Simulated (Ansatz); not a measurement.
## A plane-wave run on HfCo

The input, for Ansatz 0.2.0 (plane waves, PAW):

```yaml
crystal:
  lattice:
    - [3.21501, 0.0, 0.0]
    - [0.0, 3.21501, 0.0]
    - [0.0, 0.0, 3.21501]
  atoms:
    - { symbol: Hf, position: [0.5, 0.5, 0.5] }
    - { symbol: Co, position: [0.0, 0.0, 0.0] }
  symmetry: { tolerance: 0.0003 }
kpoints:
  mp_grid: { grid: [10, 10, 10], shift: [0, 0, 0] }
  band_path:
    path:
      - [0.0, 0.0, 0.0]
      - [0.0, 0.5, 0.0]
      - [0.5, 0.5, 0.0]
      - [0.0, 0.0, 0.0]
      - [0.5, 0.5, 0.5]
      - [0.0, 0.5, 0.0]
      - [0.5, 0.5, 0.5]
      - [0.5, 0.5, 0.0]
    npoints: 8
magnetization:
  spin_polarized: false
scf:
  occupations: { method: fermi_dirac, width: 0.0473 }
  lower_state_search: "off"
  max_iter: 200
hamiltonian:
  pseudopotentials: { kind: paw }
  xc: r2scan
basis:
  ecutwfc: 500
  fft_grid_basis: typed
output:
  forces: true
  stress: true
  eigenvalues: true
  bader: true
  populations: true
  elf: true
  write_potential: true
  volumetric_format: npy
  dos:
    e_range: [-12, 8]
    de: 0.05
    projected: { site_lists: { Co: [Co], Hf: [Hf] } }
checkpoint:
  read: saved_state
```

The saved state is an earlier solution for the same cell, perhaps on another mesh. 

Excerpt of what it printed:

```
SCF iter   1: F=-20864.9294 eV  Δρ=1.33e-2  dr2=5.28e-2  dr2_τ=5.39e-3
SCF iter   2: F=-20864.7800 eV  Δρ=3.06e-2  dr2=2.22e-1  dr2_τ=3.43e-3  recentre
SCF iter   3: F=-20864.9706 eV  Δρ=2.21e-3  dr2=1.51e-3  dr2_τ=1.09e-4
SCF iter   4: F=-20864.9704 eV  Δρ=2.62e-3  dr2=1.59e-3  dr2_τ=2.80e-5
SCF iter   5: F=-20864.9716 eV  Δρ=3.19e-4  dr2=1.73e-5  dr2_τ=3.50e-6
SCF iter   6: F=-20864.9715 eV  Δρ=4.12e-4  dr2=4.42e-5  dr2_τ=3.53e-7
SCF iter   7: F=-20864.9716 eV  Δρ=1.11e-4  dr2=3.01e-6  dr2_τ=1.83e-7
SCF iter   8: F=-20864.9716 eV  Δρ=2.43e-5  dr2=1.00e-7  dr2_τ=1.48e-8
SCF iter   9: F=-20864.9716 eV  Δρ=1.67e-5  dr2=7.18e-8  dr2_τ=1.78e-9
Free energy (F): -20864.9716 eV
Harris-Foulkes:  -20864.9716 eV  (|F-HF|=5.72e-8)
Internal energy: -20864.9475 eV  (E = F + TS)
E sigma→0 (E₀):  -20864.9595 eV
Entropy (-TS):   -0.0241 eV (-12.033 meV/atom)
Fermi energy:    19.4532 eV
--- Per-component energies (eV) ---
  E_band       = -245.4290
  E_kinetic    = 877.9559
  E_local      = -7880.5700  (includes V_loc(G=0)·N_el)
  E_nonlocal   = -791.4920
  E_hartree    = 3565.7309
  E_xc         = -440.2057
  E_vxc        = -522.2837  (∫ρ·V_xc dr)
  E_paw        = -8477.2588  (= ΣΔE_a)
  E_vpaw       = 910.2517  (= ΣTr[D̂ρ^β])
  E_aug_tail   = 0.0000  (compensation charges beyond the density's cutoff)
  E_vtau       = 29.2632  (kinetic-family band-sum trace: ∫τ·v_τ [+ j·A + Jᵃ·Aᵃ] dr)
  E_ewald      = -7719.1343
  E_core_change = 0.0263  (= ΣΔE_core)
  E_smearing   = -0.0241  (= −TS)
--- Stress (GPa, compression-positive) ---
      -12.0330       0.0000       0.0000
        0.0000     -12.0330       0.0000
        0.0000       0.0000     -12.0330
  P = ⅓ Tr σ = -12.0330 GPa (-120.330 kbar)
--- Löwdin populations: 2 sites ---
  site symbol       q [e]
     0     Hf     25.9011
     1     Co     16.7775
  spilling = 0.0075 (of n_electrons = 43.0000)
--- Bader charges: 2 sites ---
  site symbol  charge [e]  shift [e]
     0     Hf      1.4075     0.0000
     1     Co     -1.4075     0.0000
```

Origin: a database entry at a rescaled volume. Caveats: no spin polarisation, so a magnetic state may lie lower; atoms or cell far from equilibrium.
